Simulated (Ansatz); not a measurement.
Input:

PbSe:
Space group Fm-3m (No. 225); a = b = c = 6.2173 Å, α = β = γ = 90.00°

```json
[
 {"atom": "Se", "site": "4a", "symmetry": "m-3m", "x": "0.0000", "y": "0.0000", "z": "0.0000"},
 {"atom": "Pb", "site": "4b", "symmetry": "m-3m", "x": "0.5000", "y": "0.5000", "z": "0.5000"}
]
```
(The calculation used a cell of 2 atoms; values per cell refer to that cell.)

This is the PBE-relaxed structure.

Task: All from DFT-PBE in the program Ansatz with PAW potentials, unless another level is named. Predict the hole effective mass.

Result: 0.11, 0.11, 0.18 mₑ (principal values).

Task: Next, the weight of the conduction-edge state by species (Voronoi cells)?

Result: Pb 64 %, Se 36 %.

Task: Next, the weight of the valence-edge state by species (Voronoi cells)?

Result: Se 70 %, Pb 30 %.

The PBE relaxation kept the symmetry of its start. Scalar-relativistic: spin–orbit coupling is off unless named, which matters more the heavier the elements.

Potentials: the later of the program's two PAW sets.

Edges and masses are those of Kohn–Sham bands, whose gap is no quasiparticle gap.
